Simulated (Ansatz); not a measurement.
Cu₂Sb in space group P4/nmm (No. 129; Cu on 2a, Cu on 2c, Sb on 2c) under volume change, DFT-r²SCAN in the program Ansatz with PAW potentials, shape and atoms relaxed at each volume.

```
V (Å³/atom)  E − E(relaxed) (meV/atom)  P (GPa)
-----------  -------------------------  -------
14.702                            50.0    12.08
15.187                             ___      ___
15.672                             ___      ___
16.156                             0.0     0.01
16.641                             4.3    -2.77
17.126                            16.3    -5.07
17.610                            34.5    -6.94
```

Problem. What belongs in the gaps?

Solution. 
- 15.187, E − E(relaxed) (meV/atom): 20.8
- 15.187, P (GPa): 7.32
- 15.672, E − E(relaxed) (meV/atom): 4.9
- 15.672, P (GPa): 3.34

Problem. What does a third-order Birch–Murnaghan fit give for V₀, B₀ and B′?

Solution. V₀ = 16.16 Å³/atom, B₀ = 101 GPa, B′ = 5.1.

The workflow started from a Materials Project entry (that database holds measured and hypothetical structures alike); the Crystallography Open Database files this formula in space group No. 129, but the cells were not matched. Its standing as an ambient phase is unchecked. The cell was relaxed with r²SCAN under the symmetry of its start; whether a distortion lowers the energy is not shown. No spin polarisation was allowed. Spin–orbit coupling is left out wherever it is not named.

Potentials: the later of the program's two PAW sets.
